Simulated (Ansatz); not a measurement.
A scan (energy over volume and axial ratio; atoms clamped) gave these values. Method: r2SCAN (plane waves to 500 eV, PAW, scalar-relativistic; Ansatz, a first-principles code).

| Item | Result |
|---|---|
| Modulus against c/a change at fixed volume, (3/4V)·∂²E/∂(ln c/a)² (fit, atoms clamped) | 291 GPa, an upper bound as the atoms could relax |

**Question.** Of these crystals, all scanned alike, which one is it?
A) ZrO₂ (tetragonal-ZrO2 type, space group P4_2/nmc)
B) Zr (hcp, Mg type)
C) SiC (wurtzite)

**Answer.** C, SiC (wurtzite). The others have, for the modulus against c/a change at fixed volume, (3/4V)·∂²E/∂(ln c/a)²: Zr 52 GPa, ZrO2 172 GPa

All were relaxed with their symmetry unable to fall. The PAW data are Ansatz's earlier set. This is a high-temperature form of ZrO2. Zr is run without spin polarisation. ZrO2 is run without spin polarisation. As the atoms are clamped, bonds stretch with the cell, which overstates energies and stresses.

(Under strain, the slope of the energy per volume gives the stress and its curvature an elastic modulus.)
